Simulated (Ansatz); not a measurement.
Here is the system:

TaSi₂:
```xyz
9
Lattice="4.7315 0.0000 0.0000 -2.3658 4.0976 0.0000 0.0000 0.0000 6.5183" Properties=species:S:1:pos:R:3 pbc="T T T"
Si     0.0000     1.3063     3.2591
Si     3.6002     0.6532     5.4319
Si     1.2345     3.4444     1.0864
Si     2.3658     2.7913     3.2591
Si    -1.2345     3.4444     5.4319
Si     1.1313     0.6532     1.0864
Ta     2.3658     0.0000     3.2591
Ta     1.1829     2.0488     5.4319
Ta    -1.1829     2.0488     1.0864
```

This is the LDA-relaxed structure. x, y and z are the axes in which the lattice vectors are written.

Problem. All from LDA in the plane-wave PAW code Ansatz, unless another level is named. Estimate the Hill bulk and shear moduli.

Solution. 203 and 155 GPa.

Problem. Predict the elastic constants (relaxed ions, GPa).

Solution. C11 = 395, C12 = 83.1, C13 = 97.8, C33 = 492, C44 = 145.

Space group P6_222. The LDA relaxation kept the symmetry of its start. The run is not spin-polarised. As this level gives no gap, shear constants depend on the k-mesh and smearing (Fermi–Dirac, 0.1 eV here). Spin–orbit coupling is left out wherever it is not named.

Potentials: the later of the program's two PAW sets.
